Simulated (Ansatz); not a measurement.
Br started on a S site next to a Ca vacancy in rocksalt CaS, 15 atoms, charge 0

A calculation with Ansatz 0.2.0 (PAW, plane waves); the settings stand in the input.

The input as it was run:

```yaml
accuracy: low
crystal:
  lattice:
    - [0.000000, 5.633219, 5.633219]
    - [5.633219, 0.000000, 5.633219]
    - [5.633219, 5.633219, 0.000000]
  atoms:
    - { symbol: Br, position: [0.755045, 0.248250, 0.248037], spin: 0.091 }
    - { symbol: S, position: [0.249658, 0.747047, 0.752379], spin: 0.091 }
    - { symbol: S, position: [0.245922, 0.757772, 0.244016], spin: 0.091 }
    - { symbol: S, position: [0.750461, 0.249792, 0.743623], spin: 0.091 }
    - { symbol: S, position: [0.248270, 0.251884, 0.747241], spin: 0.091 }
    - { symbol: S, position: [0.754192, 0.745798, 0.249986], spin: 0.091 }
    - { symbol: S, position: [0.248805, 0.245667, 0.251451] }
    - { symbol: S, position: [0.754405, 0.745544, 0.748753] }
    - { symbol: Ca, position: [0.504337, 0.501013, 0.503069], spin: 0.091 }
    - { symbol: Ca, position: [0.002462, 0.998925, 0.500357], spin: 0.091 }
    - { symbol: Ca, position: [0.498656, 0.501883, 0.997938], spin: 0.091 }
    - { symbol: Ca, position: [0.000390, 0.499574, 0.000904], spin: 0.091 }
    - { symbol: Ca, position: [0.503823, 0.005444, 0.498895], spin: 0.091 }
    - { symbol: Ca, position: [0.498291, 0.001131, 0.995105] }
    - { symbol: Ca, position: [0.002080, 0.505538, 0.494637] }
  symmetry: { detect: false }
kpoints:
  mp_grid: { grid: [1, 1, 1], shift: [0.25, 0.25, 0.25] }
basis: { ecutrho_ratio: 6 }
hamiltonian:
  xc: pbesol
magnetization:
  spin_polarized: true
scf:
  occupations: { method: fermi_dirac, width: 0.01 }
  max_iter: 2
output:
  forces: true
  eigenvalues: true
  stress: true
```

Launch command:

```sh
ansatz run in.yaml --threads 2 --pin off --max-ram 20900MiB --runs-dir r --events-out ev --progress --plain
```

The end of the output:

```
PAW frozen core: S, regenerated for the run's functional, and the local potential with it (the file was generated under x = pbe(κ = 0.804, μ = 0.2195149727645171), c = pbe(β = 0.06672455060314922))
PAW frozen core: Ca, regenerated for the run's functional, and the local potential with it (the file was generated under x = pbe(κ = 0.804, μ = 0.2195149727645171), c = pbe(β = 0.06672455060314922))
PAW one-centre angular grid: Br, 110 points (default); XC on 64 Gauss nodes
PAW one-centre angular grid: S, 110 points (default); XC on 64 Gauss nodes
PAW one-centre angular grid: Ca, 110 points (default); XC on 64 Gauss nodes
Initial density: superposition of atomic densities (chi_scale 0.1, normalization cell, long waves kept (reshape's long-wave potential 0.04 eV rms))
Starting moments: Σ|m| = 1.001 μB on 11 of 15 sites
Initial wavefunctions: pseudopotential atomic-orbital guess
Functional: x = pbesol(κ = 0.804, μ = 0.12345679012345678), c = pbesol(β = 0.046)
SCF iter   1: F=—  HF=-21520.373681 eV  |F-HF|=—  |Δ(HF+E_count)|=         —  Δρ=2.68e-2 (↑2.16e-2 ↓2.68e-2)  dr2=2.14e1  dr2_m=5.25e-2  M=0.982 μB ∫|m|=0.996 μB  β_m=0.30  ethr=3.10e-3  ⟨swp⟩=22.5  Hψ=2261  notcnv=0
preconditioner: auto → Resta (q_TF=auto, 2.271 Å⁻¹)  ε∞=5.4  [insulator: Δε(μ)=0.043 eV  Ē_g=7.453 eV  σ=0.010 eV  W_gap=0.79  n_scr=64 (ndim 8)  ℏωp=15.6 eV  f_vac=0.005  D(μ)=19.81/eV (n_scr^D=180)  ε∞_Penn≈5.4]
spin=Collinear: Resta preconditioning applied to the charge; magnetization (m = ρ↑ − ρ↓) channel mixes plain (no charge-response kernel on spin).
SCF iter   2: F=—  HF=-21516.615447 eV  |F-HF|=—  |Δ(HF+E_count)|=    3.76e0  Δρ=1.58e-2 (↑1.31e-2 ↓1.58e-2)  dr2=7.11e0  dr2_m=4.71e-2  M=0.962 μB ∫|m|=0.985 μB  β_m=0.30  ethr=3.10e-3  ⟨swp⟩=14.5  Hψ=1326  notcnv=0
Error: did not converge after 2 iterations: dr2 = 7.11e0 (threshold 1.00e-7), under the density mixer `msr1`, which `scf.mixing.algorithm: auto` chose by the deck's other keys (type `scf.mixing.algorithm: msr1` to keep it); raise `scf.max_iter`, which need not help a stalled SCF, or adjust the mixing (`scf.mixing`) or, under a smearing, its width (`scf.occupations.width`, in either direction: anot
```

The calculation stopped without meeting its thresholds.
